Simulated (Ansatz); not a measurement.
**Kick test of a cell of Sc4Al**

It was reached by relaxing an invented guess, and it needn't be the stable form of this composition.

These are results of Ansatz 0.2.0, DFT PBE, scalar-relativistic, plane waves, PAW, not measurements. Cutoff 420 eV; k points 10×10×10 on the computed 5-atom cell (Γ-centred); Gaussian smearing, width 0.10 eV; no spin polarisation.

The cell below (5 atoms, space group I4/m (No. 87)) is relaxed within its symmetry.

```
Sc Al
1.0
    -3.53455    3.53455    2.23650
     3.53455   -3.53455    2.23650
     3.53455    3.53455   -2.23650
Sc Al
4 1
Direct
  0.19914 0.39155 0.59070
  0.60845 0.19914 0.80759
  0.39155 0.80086 0.19241
  0.80086 0.60845 0.40930
  0.00000 0.00000 0.00000
```

For the test a repeat of it with 10 atoms (edges 5.48, 5.48, 8.37 Å) was strained at random (σ = 1.5 % a component), the atoms were moved at random (σ = 0.15 Å), and all was relaxed again on a coarse 4×4×4 mesh (in the run’s order of axes) with 0.20 eV smearing, with no symmetry imposed.

Problem. Does it come back?

Solution. It returns, within 1 meV/atom of the unmoved cell on that mesh and with the same symmetry when read at 0.1 Å (C2/m at 0.01 Å, so small strains and shifts remain). So it is stable against the distortions that fit this cell and that this random move excites. Modes that don't fit the cell aren't tested. Another cell of Sc4Al relaxed alike, in R-3m, lies 37 meV/atom lower, so this cell isn't the stable form at this level.
